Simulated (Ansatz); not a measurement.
The elements of this relaxed trial crystal are hidden behind letters.

```
lattice vectors (Å)
  -3.0795    3.0795    1.9538
   3.0795   -3.0795    1.9538
   3.0795    3.0795   -1.9538
fractional positions
X 0.5000 0.5000 0.0000
Z 0.1044 0.7021 0.8065
Z 0.8956 0.2979 0.1935
Z 0.7021 0.8956 0.5977
Z 0.2979 0.1044 0.4023
```

The calculation used Ansatz 0.2.0, DFT PBE, scalar-relativistic, plane waves, PAW. The final run on the 5-atom cell used 420 eV, a Γ-centred 12×12×12 mesh, 0.10 eV smearing and collinear spin.

```
Space group                                 : I4/m (No. 87)
Conventional cell                           : a = 6.159 Å, c = 3.908 Å
Volume per atom                             : 14.82 Å³
Density                                     : 18.80 g/cm³
Energy over the elements                    : −0.03 eV/atom
Gap on the 12×12×12 mesh of the 5-atom cell : 0 eV (a metal)
Net moment per atom                         : 0.31 μB
```

Energies are uncorrected and count from the elements' standard states at the same level.

Question: X is a d-block element of period 4 and Z is a d-block element of period 6. Which elements are they?

Answer: X = Ni, Z = Pt, so the formula is NiPt4. Density times volume gives a mean mass of 18.80 × 14.82/1.6605 = 167.8 u per atom, and this set has 167.8 u. Ni is surrounded by 12 Pt at 2.74–2.76 Å; Pt has 9 Pt at 2.72–2.80 Å and 3 Ni at 2.74–2.76 Å. Other sets within the hints have nearly the same mass, so mass alone doesn't settle it; this one was computed.

These runs have no spin–orbit coupling, which can matter for Pt. The magnetic state reached may not be the lowest. Symmetry constrained the relaxation, so the result can be a saddle point.
